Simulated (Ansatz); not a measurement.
Mo$_{2}$C:
```cif
data_C4Mo8
_chemical_formula_sum 'Mo8 C4'
_space_group_name_H-M_alt 'Pbcn'
_space_group_IT_number 60
_space_group_name_Hall '-P 2n 2ab'
_cell_length_a 4.72384
_cell_length_b 6.04861
_cell_length_c 5.21107
_cell_angle_alpha 90.000
_cell_angle_beta 90.000
_cell_angle_gamma 90.000
loop_
_atom_site_label
_atom_site_type_symbol
_atom_site_symmetry_multiplicity
_atom_site_Wyckoff_symbol
_atom_site_fract_x
_atom_site_fract_y
_atom_site_fract_z
_atom_site_occupancy
Mo1 Mo 8 d 0.25520 0.37850 0.07961 1
C1 C 4 c 0.00000 0.62254 0.25000 1
```

Relaxed at zero pressure with the program Ansatz at the r²SCAN level (PAW).

Task: The volume is lowered by 3 % and shape and atoms relax at that volume. What pressure results, and how do the axes share the change?

Result: 10.1 GPa; a -0.9 %, b -1.1 %, c -1.1 %; the energy rises by 11 meV/atom.

Task: Give the new structure.

Result: 
Space group Pbcn (No. 60); a = 4.6805 Å, b = 5.9845 Å, c = 5.1561 Å, α = β = γ = 90.00°

```tsv
atom	site	symmetry	x	y	z
Mo	8d	1	0.2566	0.3787	0.0794
C	4c	.2.	0.0000	0.6221	0.2500
```

The phase is kept; no other phase was compared at this pressure.

The first step of the workflow began from a Materials Project structure, measured or hypothetical; the Crystallography Open Database files this formula in space group No. 60, but the cells were not matched. Whether it is the stable phase at ambient conditions was not checked. Symmetry was held in the r²SCAN relaxation; its stability against distortions is not shown here. The run is not spin-polarised.

Potentials: the earlier of the program's two PAW sets.
